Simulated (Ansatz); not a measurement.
ZnS (wurtzite)

```
ZnS
1.0
    3.80610     0.00000     0.00000
   -1.90305     3.29618     0.00000
    0.00000     0.00000     6.24474
Zn S
2 2
Cartesian
  1.90305   1.09873   6.24317
  0.00000   2.19745   3.12080
  1.90305   1.09873   3.90579
  0.00000   2.19745   0.78342
```

The slice is a (0001) plane (indices of the conventional cell) through the point (0.333, 0.667, 0.126) (fractional), spanned by u = [110] and v = [1 -1 0] in vectors of this cell: u (3.81 Å) and v (6.59 Å, at 90° to u). It covers one period; positions are fractions (u, v).

Calculation: r2SCAN (plane waves to 500 eV, PAW, scalar-relativistic; Ansatz, an electronic-structure program). k mesh 10×10×6. Inside the PAW spheres the values are not all-electron values, and peaks at nuclei hang on which shells count as valence. ZnS was relaxed with its symmetry unable to fall.

Predict the map of the density of the lowest conduction band (whole band as if filled, smooth part) on the slice.


```tsv
v \ u	0.00	0.14	0.29	0.43	0.57	0.71	0.86
0.88	0.056	0.024	0.015	0.032	0.032	0.015	0.024
0.75	0.010	0.012	0.019	0.026	0.026	0.019	0.012
0.62	0.011	0.011	0.018	0.033	0.033	0.018	0.011
0.50	0.017	0.013	0.047	0.063	0.063	0.047	0.013
0.38	0.035	0.024	0.013	0.045	0.045	0.013	0.024
0.25	0.027	0.024	0.015	0.011	0.011	0.015	0.024
0.12	0.035	0.027	0.012	0.011	0.011	0.012	0.027
0.00	0.035	0.082	0.018	0.015	0.015	0.018	0.082
```

Values: density of the lowest conduction band (whole band as if filled, smooth part) in e/Å³.
